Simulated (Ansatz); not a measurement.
Ta2SnN:
```
Ta2SnN
1.0
    3.26431     0.00000     0.00000
   -1.63215     2.82697     0.00000
    0.00000     0.00000    13.61395
Sn Ta N
2 4 2
Cartesian
  0.00000   1.88465  10.21046
  1.63215   0.94232   3.40349
  0.00000   1.88465   1.09939
  1.63215   0.94232   7.90636
  1.63215   0.94232  12.51456
  0.00000   1.88465   5.70759
  0.00000   0.00000   0.00000
  0.00000   0.00000   6.80698
```

Relaxed with PBE. Special points in fractions of this cell's reciprocal vectors: Γ (0.000, 0.000, 0.000); M (0.500, 0.000, 0.000); K (0.333, 0.333, 0.000); A (0.000, 0.000, 0.500); L (0.500, 0.000, 0.500); H (0.333, 0.333, 0.500).

### Question
List the band energies nearest the Fermi level at these points for PBE with spin–orbit coupling (plane waves, PAW; program Ansatz).

### Answer
In eV from the Fermi level; about four levels below and three above (degenerate sets whole), none deeper than 8.9 eV; points with the same levels are listed once.

```json
[
 {"k": "Γ", "below": "-1.22 -1.22 -0.42 -0.42", "above": "0.46 0.46 0.53 0.53 0.53 0.53"},
 {"k": "M", "below": "-3.38 -3.38 -3.30 -3.30", "above": "0.05 0.05 0.15 0.15"},
 {"k": "K", "below": "-0.31 -0.31 -0.29 -0.29", "above": "0.66 0.66 2.00 2.00"},
 {"k": "A", "below": "-0.69 -0.69 -0.69 -0.69", "above": "0.64 0.64 0.64 0.64"},
 {"k": "L", "below": "-3.34 -3.34 -3.34 -3.34", "above": "0.09 0.09 0.09 0.09"},
 {"k": "H", "below": "-1.33 -1.33 -1.25 -1.25", "above": "0.03 0.03 0.06 0.06"}
]
```

Space group P6_3/mmc. The start of the workflow was typed in or built on a structure type; neither database checked (COD, Materials Project) lists it. Whether it is the stable phase at ambient conditions was not checked. The PBE relaxation kept the symmetry of its start; whether a distortion lowers the energy is not shown. No spin polarisation was allowed.

Potentials: the earlier of the program's two PAW sets.
